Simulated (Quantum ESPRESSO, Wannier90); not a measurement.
## Wannier functions of Cu₂O (Pn-3m)

```xyz
6
Lattice="4.2467 0.0000 0.0000 0.0000 4.2467 0.0000 0.0000 0.0000 4.2467" Properties=species:S:1:pos:R:3 pbc="T T T"
Cu     1.0617     1.0617    -1.0617
Cu     1.0617    -1.0617     1.0617
Cu    -1.0617    -1.0617    -1.0617
Cu    -1.0617     1.0617     1.0617
O      2.1233     2.1233     2.1233
O      0.0000     0.0000     0.0000
```

Structure: Materials Project mp-361, symmetrised, not relaxed again. COD (Crystallography Open Database) has an entry of this formula and space group (matched by these alone). Method: LDA plane waves in Quantum ESPRESSO 7.5 (PseudoDojo norm-conserving files, 74 Ry, no spin polarisation, no spin-orbit coupling), Bloch states on a 6×6×6 mesh through Γ, Wannier90 4.0.1. Density: 8×8×8 mesh, Gaussian smearing 0.01 Ry. A non-magnetic state is assumed, with no Hubbard U; filled 3d bands tend to lie too high at this level.

Bands 17-18 form an isolated set from -19.98 to -19.16 eV relative to the valence-band maximum (on the path) and are turned into 2 Wannier functions by minimising the spread from the start: atomic waves O 2s.

Question: Where do the functions sit, how wide are they and what are they made of?

Answer: 
```
functions  spread (Å²)  nearest atom, distance (Å)  second atom, distance (Å)  weight on atomic waves
---------  -----------  --------------------------  -------------------------  ----------------------
2                 0.57                      O 0.00                    Cu 1.84   O 2s 84 %, Cu 4s 10 %
```

Ω_I = 1.14 Å², Ω_total = 1.14 Å²; the interpolated bands follow pw.x to 0.0 meV rms on the path. Only this start was tried; a symmetric start can stop on a saddle, and mixtures of these functions could lower the total by at most Ω_total − Ω_I.
